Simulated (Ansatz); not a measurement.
**A change and its effect: LaHg (Pm-3m)**

```yaml
crystal:
  lattice:
    - [3.90065, 0.00000, 0.00000]
    - [0.00000, 3.90065, 0.00000]
    - [0.00000, 0.00000, 3.90065]
  atoms:
    - { symbol: La, position: [0.50000, 0.50000, 0.50000] }
    - { symbol: Hg, position: [0.00000, 0.00000, 0.00000] }
```

Computed, not measured; unless marked otherwise by r²SCAN, PAW on Ansatz 0.2.0's default frozen-core files (fitted under PBE), scalar-relativistic. k mesh 12×12×12, strains of ±0.005, Fermi-Dirac smearing of 0.100 eV, cutoff 500 eV. The cell was relaxed by PAW under this functional.

With these settings the run gives C11 = 69.4, C44 = 22.9 GPa and B_V = 54.8 GPa (relaxed ions).

(1) The run is repeated in the same cell with scf.convergence.dr2_threshold from its default to 1e-08. What moves, and by how much?

Results:

(1) C11: +0.02 %; C44: +0.15 %; B_V: +0.01 %.

Known limits: frozen-core PAW files fitted under PBE, their cores solved anew for the functional of the run; responses of metals move with mesh and smearing; no spin-orbit coupling on heavy atoms.
